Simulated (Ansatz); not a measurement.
# ZnCu₂SnS₄: relaxation (Ansatz)

Input:

```yaml
crystal:
  lattice:
    - [0.0, 5.51081, 0.0]
    - [5.51081, 0.0, 0.0]
    - [2.755405, 2.755405, -5.501278]
  atoms:
    - { symbol: Cu, position: [0.0, 0.0, 0.0] }
    - { symbol: Cu, position: [0.75, 0.25, 0.5] }
    - { symbol: Zn, position: [0.25, 0.75, 0.5] }
    - { symbol: Sn, position: [0.5, 0.5, 0.0] }
    - { symbol: S, position: [0.37161, 0.88441, 0.74358] }
    - { symbol: S, position: [0.11559, 0.11519, 0.25642] }
    - { symbol: S, position: [0.88481, 0.37201, 0.74358] }
    - { symbol: S, position: [0.62799, 0.62839, 0.25642] }
  symmetry: { tolerance: 0.0003 }
kpoints:
  mp_grid: { grid: [5, 5, 5], shift: [0, 0, 0] }
magnetization:
  spin_polarized: false
scf:
  occupations: { method: fermi_dirac }
  lower_state_search: "off"
hamiltonian:
  pseudopotentials: { kind: paw }
  xc: r2scan
basis:
  ecutwfc: 500
  fft_grid_basis: typed
relax:
  max_steps: 60
output:
  forces: true
  stress: true
  eigenvalues: true
  populations: true
  elf: true
  write_potential: true
  volumetric_format: npy
  dos:
    e_range: [-12, 8]
    de: 0.05
    projected: { site_lists: { Cu: [Cu], S: [S], Sn: [Sn], Zn: [Zn] } }
  bader: false
checkpoint:
  read: saved_state
```

Launch command:

```bash
ansatz run input.yaml --threads 2 --pin off --max-ram 3584MiB --backend cpu --events-out ev --progress --plain --runs-dir out
```

Origin of the cell: a database entry, scaled a little.

The smearing width isn't typed, so it takes its default of 0.1 eV.

The saved state is a converged single point of the same cell.

Steps:

```
step  ΔF (meV/atom)  max force component (eV/Å)  SCF iterations  step was
   1            0.0                       0.296               8  accepted
   2           -2.2                       0.124               7  accepted
   3           -2.7                       0.004               7  accepted
   4           -2.7                       0.004               3  accepted
```

Step 1, with forces in eV/Å:

```xyz
8
Lattice="0.000 5.511 0.000 5.511 0.000 0.000 2.755 2.755 -5.501" Properties=species:S:1:pos:R:3:forces:R:3 pbc="T T T" step=1
Cu    0.000    0.000    0.000    0.000    0.000    0.000
Cu    2.755    5.511   -2.751    0.000    0.000    0.000
Zn    5.511    2.755   -2.751    0.000    0.000    0.000
Sn    2.755    2.755    0.000    0.000    0.000    0.000
S     6.923    4.097   -4.091    0.296   -0.026    0.067
S     1.341    1.344   -1.411   -0.026   -0.296   -0.067
S     4.099    6.925   -4.091   -0.296    0.026    0.067
S     4.169    4.167   -1.411    0.026    0.296   -0.067
```

Step 2, with forces in eV/Å:

```xyz
8
Lattice="0.000 5.511 0.000 5.511 0.000 0.000 2.755 2.755 -5.501" Properties=species:S:1:pos:R:3:forces:R:3 pbc="T T T" step=2
Cu    0.000    0.000    0.000    0.000    0.000    0.000
Cu    2.755    5.511   -2.751    0.000    0.000    0.000
Zn    5.511    2.755   -2.751    0.000    0.000    0.000
Sn    2.755    2.755    0.000    0.000    0.000    0.000
S     6.943    4.093   -4.085    0.124    0.023   -0.007
S     1.338    1.324   -1.417    0.023   -0.124    0.007
S     4.079    6.928   -4.085   -0.124   -0.023   -0.007
S     4.173    4.187   -1.417   -0.023    0.124    0.007
```

Step 4, with forces in eV/Å:

```xyz
8
Lattice="0.000 5.511 0.000 5.511 0.000 0.000 2.755 2.755 -5.501" Properties=species:S:1:pos:R:3:forces:R:3 pbc="T T T" step=4
Cu    0.000    0.000    0.000    0.000    0.000    0.000
Cu    2.755    5.511   -2.751    0.000    0.000    0.000
Zn    5.511    2.755   -2.751    0.000    0.000    0.000
Sn    2.755    2.755    0.000    0.000    0.000    0.000
S     6.957    4.096   -4.086    0.001    0.004    0.001
S     1.340    1.309   -1.416    0.004   -0.001   -0.001
S     4.064    6.926   -4.086   -0.001   -0.004    0.001
S     4.170    4.202   -1.416   -0.004    0.001   -0.001
```

```
Free energy lowered by  : 2.7 meV/atom
Final pressure          : -3.53 GPa
Relaxation steps listed : 4
```

Caveats: the SCF threshold is looser than advised for a stress; the relaxation held the start's symmetry, so the end may be a saddle point.

Time: 2.1 min on 2 threads of Arm Neoverse V2, with other jobs on the host, peak memory 1 GiB, from a saved density.
